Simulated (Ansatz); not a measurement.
HfO2:
```xyz
3
Lattice="0.0000 2.5295 2.5295 2.5295 0.0000 2.5295 2.5295 2.5295 0.0000" Properties=species:S:1:pos:R:3 pbc="T T T"
Hf     0.0000     0.0000     0.0000
O      3.7943     3.7943     3.7943
O      1.2648     1.2648     1.2648
```

Relaxed with r²SCAN. Special points in fractions of this cell's reciprocal vectors: Γ (0.000, 0.000, 0.000); X (0.500, 0.000, 0.500); U (0.625, 0.250, 0.625); K (0.375, 0.375, 0.750); L (0.500, 0.500, 0.500); W (0.500, 0.250, 0.750).

Q: List the band energies nearest the valence-band maximum at these points for r²SCAN with spin–orbit coupling in the plane-wave PAW code Ansatz.

A: In eV from the valence-band maximum; about four levels below and three above (degenerate sets whole), none deeper than 8.9 eV; points with the same levels are listed once.

```
k                    below                above
-  -----------------------  -------------------
Γ  -0.60 -0.60 -0.60 -0.60  4.43 4.43 4.43 4.43
X    -1.59 -1.59 0.00 0.00  4.30 4.30 5.99 5.99
U  -1.39 -1.39 -0.35 -0.35  4.80 4.80 5.93 5.93
L  -2.00 -2.00 -1.78 -1.78  4.99 4.99 5.24 5.24
W  -1.46 -1.46 -0.22 -0.22  5.28 5.28 5.67 5.67
```

Space group Fm-3m (fluorite). This is a known high-temperature phase of the composition, computed here at zero pressure and temperature. Symmetry was held in the r²SCAN relaxation. At this level the phase is dynamically unstable (imaginary phonons). The run is not spin-polarised.

Potentials: the earlier of the program's two PAW sets.
